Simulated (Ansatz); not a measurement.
A plane-wave run on SiNi₃

input.yaml (Ansatz 0.2.0)

```yaml
crystal:
  lattice:
    - [3.60480957, 3.60480957, 0.0]
    - [3.60480957, -3.60480957, 0.0]
    - [0.0, 0.0, 3.60480957]
  atoms:
    - { symbol: Ni, position: [0.25, 0.75, 0.5], spin: 2.0 }
    - { symbol: Ni, position: [0.75, 0.25, 0.5], spin: -2.0 }
    - { symbol: Ni, position: [0.25, 0.25, 0.5], spin: 2.0 }
    - { symbol: Ni, position: [0.75, 0.75, 0.5], spin: -2.0 }
    - { symbol: Ni, position: [0.0, 0.5, 0.0], spin: 2.0 }
    - { symbol: Ni, position: [0.5, 0.0, 0.0], spin: -2.0 }
    - { symbol: Si, position: [0.0, 0.0, 0.0] }
    - { symbol: Si, position: [0.5, 0.5, 0.0] }
kpoints:
  mp_grid: { grid: [5, 5, 6], shift: [0, 0, 0] }
  band_path:
    path:
      - [0.0, 0.0, 0.0]
      - [0.5, -0.5, 0.0]
      - [1.0, 0.0, 0.0]
      - [0.0, 0.0, 0.0]
      - [1.0, 0.0, 0.5]
      - [0.5, -0.5, 0.0]
      - [1.0, 0.0, 0.5]
      - [1.0, 0.0, 0.0]
    npoints: 8
magnetization:
  spin_polarized: true
scf:
  occupations: { method: fermi_dirac }
  lower_state_search: "off"
  max_iter: 200
hamiltonian:
  pseudopotentials: { kind: paw }
  xc: pbe
  hubbard: { projectors: atomic, sites: [{ species: Ni, l: d, u_eff: 1.17 }] }
basis:
  ecutwfc: 420
  fft_grid_basis: typed
output:
  forces: true
  stress: true
  eigenvalues: true
  bader: true
  populations: true
  elf: true
  write_potential: true
  volumetric_format: npy
  dos:
    e_range: [-12, 8]
    de: 0.05
    projected: { site_lists: { Ni: [Ni], Si: [Si] } }
checkpoint:
  read: saved_state
```

The run starts from an earlier solution of this cell. The state carries no moments; the state need not be the lowest.

Excerpt of what it printed:

```
Pseudopotentials: kind: paw
Pseudopotential: Ni, paw, valence charge 18, recommended cutoff 420 eV (normal), Ni.paw.azcp
Pseudopotential: Si, paw, valence charge 4, recommended cutoff 420 eV (normal), Si.paw.azcp
Functional definition: PBE
  exchange = pbe_x(kappa = kappa, mu = beta*pi^2/3)
  correlation = pbe_c(beta = beta)
Crystal: 8 atoms, lattice volume = 93.686 Å³
Basis set: ecut = 420 eV, 1813 PW (Γ), exchange–correlation on 72×72×50 points (8 copies of the dense FFT grid, shifted against one another)
Bands: 77, of which v1, the nominal top of the filled ones, is band 58 counted from 1 (57 counted from 0)
Symmetry: 4 space group operations
Space group: Pmm2 (ITA 25), of the structure as read, at distance tolerance 4.5e-5 Å
Magnetic group: BNS 25.64 (UNI 162), of the structure as read, at distance tolerance 4.5e-5 Å
k-points: 36 of 150 (time reversal used)
Initial density: read from a saved state, or passed on in memory by an earlier SCF of this step, an earlier step, the calling program or the single point that the run made first
Starting moments: Σ|m| = 12 μB on 6 of 8 sites; this step starts from the density that it was given
Functional: x = pbe(κ = 0.804, μ = 0.2195), c = pbe(β = 0.0667)
SCF iter   1: F=—  Δρ=1.90e-2  dr2=5.47e-2  dr2_m=2.76e-1  M=0.000 μB ∫|m|=0.070 μB
SCF iter   2: F=—  Δρ=1.35e-2  dr2=3.57e-2  dr2_m=1.36e-1  M=0.000 μB ∫|m|=0.051 μB
SCF iter   3: F=—  Δρ=9.41e-3  dr2=1.02e-2  dr2_m=6.74e-2  M=0.000 μB ∫|m|=0.038 μB
SCF iter   4: F=—  Δρ=2.31e-3  dr2=3.12e-3  dr2_m=4.19e-5  M=0.000 μB ∫|m|=0.008 μB
SCF iter   5: F=—  Δρ=2.03e-3  dr2=8.61e-3  dr2_m=2.23e-5  M=0.000 μB ∫|m|=0.007 μB
SCF iter   6: F=—  Δρ=2.10e-4  dr2=5.20e-5  dr2_m=1.20e-5  M=0.000 μB ∫|m|=0.006 μB  defer=2
SCF iter   7: F=—  Δρ=3.92e-4  dr2=3.49e-4  dr2_m=6.56e-6  M=0.000 μB ∫|m|=0.005 μB  defer=2
SCF iter   8: F=—  Δρ=2.88e-4  dr2=1.85e-4  dr2_m=3.69e-6  M=0.000 μB ∫|m|=0.004 μB  defer=2
SCF iter   9: F=—  Δρ=1.14e-4  dr2=1.99e-5  dr2_m=2.15e-6  M=0.000 μB ∫|m|=0.003 μB  defer=2
SCF iter  10: F=—  Δρ=9.53e-5  dr2=1.47e-5  dr2_m=1.48e-6  M=0.000 μB ∫|m|=0.003 μB  defer=4
SCF iter  11: F=—  Δρ=5.57e-5  dr2=3.15e-6  dr2_m=1.03e-6  M=0.000 μB ∫|m|=0.003 μB  defer=4
SCF iter  12: F=—  Δρ=3.84e-5  dr2=2.55e-6  dr2_m=4.17e-7  M=0.000 μB ∫|m|=0.002 μB  defer=4
SCF iter  13: F=—  Δρ=2.98e-5  dr2=1.01e-6  dr2_m=1.85e-7  M=0.000 μB ∫|m|=0.001 μB  defer=4
SCF iter  14: F=—  Δρ=1.29e-5  dr2=2.82e-7  dr2_m=4.44e-8  M=0.000 μB ∫|m|=0.001 μB  defer=4
SCF iter  15: F=—  Δρ=1.36e-5  dr2=4.70e-7  dr2_m=7.15e-9  M=0.000 μB ∫|m|=0.000 μB  defer=4
SCF iter  16: F=—  Δρ=1.91e-5  dr2=1.09e-6  dr2_m=2.36e-9  M=0.000 μB ∫|m|=0.000 μB  defer=4  recentre
SCF iter  17: F=-36310.4192 eV  Δρ=1.19e-6  dr2=1.88e-9  dr2_m=3.44e-10  M=0.000 μB ∫|m|=0.000 μB
SCF iter  18: F=-36310.4192 eV  Δρ=6.41e-7  dr2=6.17e-10  dr2_m=1.18e-10  M=0.000 μB ∫|m|=0.000 μB
SCF iter  19: F=-36310.4192 eV  Δρ=2.03e-7  dr2=5.95e-11  dr2_m=1.75e-11  M=0.000 μB ∫|m|=0.000 μB
Magnetization: 0.0000 μB (58.0000 up, 58.0000 down)
Absolute magnetization: 0.0000 μB (∫|ρ↑−ρ↓|, with the PAW one-centre terms)
Spin contamination: 0.0000 ħ² per cell (⟨S²⟩ above its minimum at these occupations)
Per-site moments (μB) at R_I (Å): [(1.536e-6, 1.0515), (-1.456e-6, 1.0515), (1.536e-6, 1.0515), (-1.456e-6, 1.0515), (-1.501e-6, 1.0515), (1.577e-6, 1.0515), (-5.736e-9, 1.0515), (-4.520e-9, 1.0515)]
Free energy (F): -36310.4192 eV
Harris-Foulkes:  -36310.4192 eV  (|F-HF|=3.64e-11)
Internal energy: -36310.2812 eV  (E = F + TS)
E sigma→0 (E₀):  -36310.3502 eV
Entropy (-TS):   -0.1380 eV (-17.250 meV/atom)
Fermi energy:    15.6406 eV
--- Stress (GPa, compression-positive) ---
      -15.2176       0.0000       0.0000
        0.0000     -15.2176       0.0000
        0.0000       0.0000     -15.2152
  P = ⅓ Tr σ = -15.2168 GPa (-152.168 kbar)
--- Löwdin populations: 8 sites ---
  site symbol       q [e]    m [muB]
     0     Ni     17.6495     0.0000
     1     Ni     17.6495     0.0000
     2     Ni     17.6495     0.0000
     3     Ni     17.6495     0.0000
     4     Ni     17.6503     0.0000
     5     Ni     17.6503     0.0000
     6     Si      4.3864     0.0000
     7     Si      4.3864     0.0000
  spilling = 0.0115 (of n_electrons = 116.0000)
```

Origin: a database entry at a rescaled volume. Caveats: atoms or cell far from equilibrium.
